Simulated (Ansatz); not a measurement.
BeTe (zinc blende)

```
CELL_PARAMETERS angstrom
      0.00000     2.82847     2.82847
      2.82847     0.00000     2.82847
      2.82847     2.82847     0.00000
ATOMIC_POSITIONS crystal
  Te 0.75000 0.75000 0.75000
  Be 0.00000 0.00000 0.00000
```

This relaxed cell (volume V₀) is scaled evenly in all directions, its shape held. Symmetry pins the atoms to their sites.

All values below come from r2SCAN (plane waves to 500 eV, PAW, scalar-relativistic; Ansatz, a first-principles code). k mesh 11×11×11 (Γ-centred), Fermi-Dirac smearing 0.05 eV. The energy includes the smearing's −TS. Stress and pressure are positive under compression. BeTe was relaxed with its symmetry unable to fall. Spin-orbit coupling is left out, though Te is heavy. The zero of ΔE is the relaxed starting cell.

```json
[
 {"a (Å)": "5.5415", "P (GPa)": "4.15", "ΔE (meV/atom)": "?"},
 {"a (Å)": "5.5708", "P (GPa)": "2.99", "ΔE (meV/atom)": "?"},
 {"a (Å)": "5.5998", "P (GPa)": "1.92", "ΔE (meV/atom)": "4.0"},
 {"a (Å)": "5.6285", "P (GPa)": "0.93", "ΔE (meV/atom)": "1.0"},
 {"a (Å)": "5.6569", "P (GPa)": "0.00", "ΔE (meV/atom)": "0.0"},
 {"a (Å)": "5.6851", "P (GPa)": "-0.85", "ΔE (meV/atom)": "0.9"},
 {"a (Å)": "5.7129", "P (GPa)": "-1.65", "ΔE (meV/atom)": "3.6"},
 {"a (Å)": "5.7405", "P (GPa)": "-2.39", "ΔE (meV/atom)": "?"},
 {"a (Å)": "5.7679", "P (GPa)": "-3.08", "ΔE (meV/atom)": "?"}
]
```

**Question.** Complete the blanks.

**Answer.** 
- 5.5415, ΔE (meV/atom): 16.7
- 5.5708, ΔE (meV/atom): 9.2
- 5.7405, ΔE (meV/atom): 7.9
- 5.7679, ΔE (meV/atom): 13.7

(A scan under strain: stresses follow from slopes of the energy per volume, elastic moduli from its curvatures.)
